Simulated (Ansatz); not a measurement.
Input:

CdS:
```cif
data_Cd2S2
_chemical_formula_sum 'Cd2 S2'
_space_group_name_H-M_alt 'P63mc'
_space_group_IT_number 186
_space_group_name_Hall 'P 6c -2c'
_cell_length_a 4.19661
_cell_length_b 4.19661
_cell_length_c 6.82840
_cell_angle_alpha 90.000
_cell_angle_beta 90.000
_cell_angle_gamma 120.000
loop_
_atom_site_label
_atom_site_type_symbol
_atom_site_symmetry_multiplicity
_atom_site_Wyckoff_symbol
_atom_site_fract_x
_atom_site_fract_y
_atom_site_fract_z
_atom_site_occupancy
Cd1 Cd 2 b 0.66667 0.33333 0.00089 1
S1 S 2 b 0.33333 0.66667 0.12431 1
```

This is the PBE-relaxed structure.

Task: All from PBE (plane waves, PAW; program Ansatz), unless another level is named. Predict the electron effective mass.

Result: 0.12, 0.13, 0.13 mₑ (principal values).

Task: What about the band gap?

Result: 1.11 eV (direct).

Space group P6_3mc (wurtzite). The PBE relaxation kept the symmetry of its start. Spin–orbit coupling is left out wherever it is not named.

Potentials: the later of the program's two PAW sets.
